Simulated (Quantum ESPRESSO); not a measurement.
Zr2Hf2S8, input and log of a self-consistent run

Simulated, not a measurement. The program is pw.x of Quantum ESPRESSO 7.5 (plane-wave density functional theory). The cell is made up: 12 atoms on a layered 1T lattice, with randomly drawn elements, strain and displacements, not relaxed. PseudoDojo standard norm-conserving files (v0.5 for PBE, v0.4.1 for LDA and PBEsol) set the functional; there is no spin polarisation, spin-orbit coupling or dispersion term, and the masses in the input are unused placeholders.

The hafnium pseudopotential is less sure than the others, with forces about 3 percent (worst 6) and pressure in oxides about 1.5 GPa (worst 2.7) from a second method in checks, which no rerun with the same files tests.

Input:

```
&control calculation='scf', pseudo_dir='./dojo.nc.sr.pbe.v0_5.standard.upf', outdir='./o', disk_io='low', tprnfor=.true., tstress=.true. /
&system ibrav=0, nat=12, ntyp=3, nbnd=54, ecutwfc=66.00178263, nosym=.true., tot_charge=0,
 occupations='smearing', smearing='fd', degauss=0.0018374661
/
&electrons conv_thr=7.350e-09, electron_maxstep=60, /
ATOMIC_SPECIES
Hf 1.0 Hf.upf
S 1.0 S.upf
Zr 1.0 Zr.upf
CELL_PARAMETERS angstrom
3.7457 0.0267 -0.025
0.0463 6.3224 0.0909
-0.0803 0.1687 11.8868
ATOMIC_POSITIONS angstrom
Zr 0.1301 0.0971 0.0438
Zr 1.7518 3.1816 0.1302
Hf -0.0214 0.1495 6.0641
Hf 2.0717 3.1678 6.0234
S -0.1321 2.158 1.4948
S 1.8471 1.1113 4.4905
S 1.8639 5.379 1.3836
S 0.0181 4.3317 4.6851
S -0.1519 2.1978 7.4849
S 2.0466 1.2722 10.3462
S 1.8472 5.5467 7.3949
S -0.1346 4.5158 10.6078
K_POINTS automatic
6 4 2 1 1 1
```

The log is shortened where brackets say so; the opening notice, blank lines, dates and the lines on written files are dropped, and the path of the files is cut. It prints rydbergs, bohrs and kilobars, and counts compression as positive stress. With no partly filled state, the Fermi energy that it prints is only some level between the filled and the empty states on the mesh, and need not lie in the true gap.

```
     Program PWSCF v.7.5
     Parallel version (MPI & OpenMP), running on       4 processor cores
     Number of MPI processes:                 4
     Threads/MPI process:                     1
     [start-up lines left out]
     bravais-lattice index     =            0
     lattice parameter (alat)  =       7.0787  a.u.
     unit-cell volume          =    1899.0877 (a.u.)^3
     number of atoms/cell      =           12
     number of atomic types    =            3
     number of electrons       =        96.00
     number of Kohn-Sham states=           54
     kinetic-energy cutoff     =      66.0018  Ry
     charge density cutoff     =     264.0071  Ry
     scf convergence threshold =      7.3E-09
     mixing beta               =       0.7000
     number of iterations used =            8  plain     mixing
     Exchange-correlation= PBE
                           (   1   4   3   4   0   0   0)
     [axes and pseudopotential details left out]
   Cartesian axes
     site n.     atom                  positions (alat units)
         1        Zr     tau(   1) = (   0.0347315   0.0259218   0.0116929  )
         2        Zr     tau(   2) = (   0.4676606   0.8493602   0.0347582  )
         3        Hf     tau(   3) = (  -0.0057129   0.0399105   1.6188725  )
         4        Hf     tau(   4) = (   0.5530612   0.8456761   1.6080073  )
         5        S      tau(   5) = (  -0.0352654   0.5760998   0.3990519  )
         6        S      tau(   6) = (   0.4931019   0.2966727   1.1987842  )
         7        S      tau(   7) = (   0.4975869   1.4359782   0.3693659  )
         8        S      tau(   8) = (   0.0048320   1.1563909   1.2507346  )
         9        S      tau(   9) = (  -0.0405512   0.5867248   1.9981694  )
        10        S      tau(  10) = (   0.5463605   0.3396266   2.7620223  )
        11        S      tau(  11) = (   0.4931286   1.4807474   1.9741430  )
        12        S      tau(  12) = (  -0.0359328   1.2055383   2.8318590  )
     number of k points=    24  Fermi-Dirac smearing, width (Ry)=  0.0018
                       cart. coord. in units 2pi/alat
        k(    1) = (   0.0833445   0.0723233   0.0783189), wk =   0.0833333
        k(    2) = (   0.0822764   0.0745971  -0.0792852), wk =   0.0833333
     [further k points left out]
     Dense  grid:   137529 G-vectors     FFT dimensions: (  40,  64, 120)
     Estimated max dynamical RAM per process >     316.68 MB
     Estimated total dynamical RAM >       1.14 GB
     Initial potential from superposition of free atoms
     starting charge      95.9913, renormalised to      96.0000
     Starting wfcs are   72 randomized atomic wfcs
     total cpu time spent up to now is        3.6 secs
     per-process dynamical memory:   232.4 Mb
     Self-consistent Calculation
     iteration #  1     ecut=    66.00 Ry     beta= 0.70
     Davidson diagonalization with overlap
     ethr =  1.00E-02,  avg # of iterations =  2.0
     Threshold (ethr) on eigenvalues was too large:
     Diagonalizing with lowered threshold
     Davidson diagonalization with overlap
     ethr =  9.89E-04,  avg # of iterations =  1.7
     total cpu time spent up to now is       12.9 secs
     total energy              =    -605.09503730 Ry
     estimated scf accuracy    <       0.93797464 Ry
     iteration #  2     ecut=    66.00 Ry     beta= 0.70
     Davidson diagonalization with overlap
     ethr =  9.77E-04,  avg # of iterations =  4.8
     total cpu time spent up to now is       19.5 secs
     total energy              =    -605.08300805 Ry
     estimated scf accuracy    <       1.62376546 Ry
     iteration #  3     ecut=    66.00 Ry     beta= 0.70
     Davidson diagonalization with overlap
     ethr =  9.77E-04,  avg # of iterations =  2.9
     total cpu time spent up to now is       24.8 secs
     total energy              =    -605.41973636 Ry
     estimated scf accuracy    <       0.22101651 Ry
     iteration #  4     ecut=    66.00 Ry     beta= 0.70
     Davidson diagonalization with overlap
     ethr =  2.30E-04,  avg # of iterations =  3.7
     total cpu time spent up to now is       30.3 secs
     total energy              =    -605.45891210 Ry
     estimated scf accuracy    <       0.13689912 Ry
     iteration #  5     ecut=    66.00 Ry     beta= 0.70
     Davidson diagonalization with overlap
     ethr =  1.43E-04,  avg # of iterations =  2.6
     total cpu time spent up to now is       35.3 secs
     total energy              =    -605.47709140 Ry
     estimated scf accuracy    <       0.01541626 Ry
     [iterations 6 to 12 left out]
     iteration # 13     ecut=    66.00 Ry     beta= 0.70
     Davidson diagonalization with overlap
     ethr =  9.88E-10,  avg # of iterations =  3.5
     total cpu time spent up to now is       82.6 secs
     total energy              =    -605.48050466 Ry
     estimated scf accuracy    <       0.00000006 Ry
     iteration # 14     ecut=    66.00 Ry     beta= 0.70
     Davidson diagonalization with overlap
     ethr =  5.89E-11,  avg # of iterations =  5.5
     total cpu time spent up to now is       89.7 secs
     total energy              =    -605.48050471 Ry
     estimated scf accuracy    <       0.00000009 Ry
     iteration # 15     ecut=    66.00 Ry     beta= 0.70
     Davidson diagonalization with overlap
     ethr =  5.89E-11,  avg # of iterations =  2.0
     total cpu time spent up to now is       94.1 secs
     total energy              =    -605.48050470 Ry
     estimated scf accuracy    <       0.00000003 Ry
     iteration # 16     ecut=    66.00 Ry     beta= 0.70
     Davidson diagonalization with overlap
     ethr =  3.11E-11,  avg # of iterations =  2.0
     total cpu time spent up to now is       98.7 secs
     total energy              =    -605.48050470 Ry
     estimated scf accuracy    <          7.6E-09 Ry
     iteration # 17     ecut=    66.00 Ry     beta= 0.70
     Davidson diagonalization with overlap
     ethr =  7.91E-12,  avg # of iterations =  4.2
     total cpu time spent up to now is      104.3 secs
     End of self-consistent calculation
          k = 0.0833 0.0723 0.0783 ( 17185 PWs)   bands (ev):
   -55.4587 -55.2845 -42.4550 -42.1756 -24.1316 -24.0860 -24.0515 -23.9297
   -23.9122 -23.8633 -20.5540 -20.4860 -20.4252 -20.2530 -20.2128 -20.1820
    -6.1513  -5.8816  -5.2203  -5.1291  -4.8040  -4.6223  -4.5426  -4.3810
     2.1361   2.3944   2.4750   3.0722   3.2354   3.5153   3.5597   3.6663
     3.8064   3.9111   3.9758   4.0635   4.4220   4.4905   4.9951   5.1521
     5.3590   5.5345   5.7676   5.8893   6.0323   6.2310   6.3702   6.5484
     8.0355   8.1899   8.4645   8.5167   8.6791   9.2643
     [levels at the other k points left out]
     the Fermi energy is     7.2108 ev
!    total energy              =    -605.48050471 Ry
     estimated scf accuracy    <          1.1E-10 Ry
     smearing contrib. (-TS)   =      -0.00000000 Ry
     internal energy E=F+TS    =    -605.48050471 Ry
     The total energy is F=E-TS. E is the sum of the following terms:
     one-electron contribution =    -224.21216642 Ry
     hartree contribution      =     141.97767248 Ry
     xc contribution           =    -147.45298784 Ry
     ewald contribution        =    -375.79302293 Ry
     convergence has been achieved in  17 iterations
     Forces acting on atoms (cartesian axes, Ry/au):
     atom    1 type  3   force =    -0.04232679    0.00609411   -0.05723714
     atom    2 type  3   force =     0.00985406    0.01858256   -0.05155447
     atom    3 type  1   force =    -0.01226726   -0.02159359   -0.04917711
     atom    4 type  1   force =    -0.06857915    0.06140090   -0.06758825
     atom    5 type  2   force =     0.02605784   -0.00087636    0.02199698
     atom    6 type  2   force =    -0.00111263    0.03246377    0.02301144
     atom    7 type  2   force =     0.05352097   -0.02611291    0.06221667
     atom    8 type  2   force =    -0.00493599   -0.00764854    0.00499496
     atom    9 type  2   force =     0.06278839   -0.01269940    0.04661918
     atom   10 type  2   force =    -0.05052722    0.02709112    0.03280686
     atom   11 type  2   force =     0.02481461   -0.05140834    0.03918884
     atom   12 type  2   force =     0.00271316   -0.02529331   -0.00527796
     Total force =     0.225088     Total SCF correction =     0.000031
     Computing stress (Cartesian axis) and pressure
          total   stress  (Ry/bohr**3)                   (kbar)     P=       21.04
   0.00006696  -0.00016151   0.00030612            9.85      -23.76       45.03
  -0.00016151   0.00013796  -0.00017284          -23.76       20.29      -25.43
   0.00030612  -0.00017284   0.00022416           45.03      -25.43       32.98
     init_run     :      3.46s CPU      3.56s WALL (       1 calls)
     electrons    :    100.46s CPU    100.72s WALL (       1 calls)
     forces       :      1.14s CPU      1.16s WALL (       1 calls)
     stress       :      3.72s CPU      3.81s WALL (       1 calls)
     [timing details left out]
     PWSCF        :   1m48.85s CPU   1m49.37s WALL
     JOB DONE.
```

In other units: free energy -8237.982 eV for the cell, pressure 2.10 GPa, largest force component 1.763 eV/Å. A rerun of a related cell, with the same atoms placed differently, at a cutoff of 1467 eV and k mesh 8 x 6 x 4 moved values by no more than 0.002 eV in energy, 0.06 GPa in stress and 0.003 eV/Å in force.